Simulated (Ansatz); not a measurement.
The end point of a relaxation of CdSe. All values below come from PBE (plane waves to 420 eV, PAW, scalar-relativistic; Ansatz, a quantum-chemistry and plane-wave program).

```cif
data_Cd6Se6
_chemical_formula_sum 'Cd6 Se6'
_space_group_name_H-M_alt 'P 1'
_space_group_IT_number 1
_cell_length_a 4.38132
_cell_length_b 4.38132
_cell_length_c 21.46165
_cell_angle_alpha 90.000
_cell_angle_beta 90.000
_cell_angle_gamma 120.000
loop_
_space_group_symop_operation_xyz
  'x, y, z'
loop_
_atom_site_label
_atom_site_type_symbol
_atom_site_fract_x
_atom_site_fract_y
_atom_site_fract_z
_atom_site_occupancy
Cd1 Cd 0.00000 0.00000 0.99978 1
Cd2 Cd 0.00000 0.00000 0.49978 1
Cd3 Cd 0.66667 0.33333 0.83316 1
Cd4 Cd 0.33333 0.66667 0.33316 1
Cd5 Cd 0.66667 0.33333 0.16654 1
Cd6 Cd 0.33333 0.66667 0.66654 1
Se1 Se 0.00000 0.00000 0.87462 1
Se2 Se 0.00000 0.00000 0.37462 1
Se3 Se 0.66667 0.33333 0.70811 1
Se4 Se 0.33333 0.66667 0.20811 1
Se5 Se 0.66667 0.33333 0.04149 1
Se6 Se 0.33333 0.66667 0.54149 1
```

Question: Find the space group and the Wyckoff positions (tolerance 0.01 Å).

Answer: Space group P6₃mc (No. 186); a = 4.3813 Å, b = 4.3813 Å, c = 21.4616 Å, α = 90.00°, β = 90.00°, γ = 120.00°

```csv
atom,site,symmetry,x,y,z
Cd,2a,3m.,0.0000,0.0000,0.4998
Cd,2b,3m.,0.3333,0.6667,0.3332
Cd,2b,3m.,0.6667,0.3333,0.1665
Se,2a,3m.,0.0000,0.0000,0.3746
Se,2b,3m.,0.3333,0.6667,0.2081
Se,2b,3m.,0.6667,0.3333,0.0415
```

This is the AFLOW prototype AB_hP12_186_a2b_a2b (B6, as in SiC).

Question: Give the shortest distances between elements (the closest pairs, up to four, under 3.6 Å).

Answer: Cd–Se 2.68 Å.

```yaml
volume_per_atom: 29.73 Å³
band_gap: 0.51 eV, direct at Γ (no spin-orbit coupling)
```

No spin polarisation in the result.

The run could not lose the symmetry of its start; a randomly shaken copy of 12 atoms returns to this structure.

The first start was generated by placing the elements on the sites of a structure type. A measured structure of CdSe has the same space group, P6₃mc (No. 186); the sites were not compared with it.
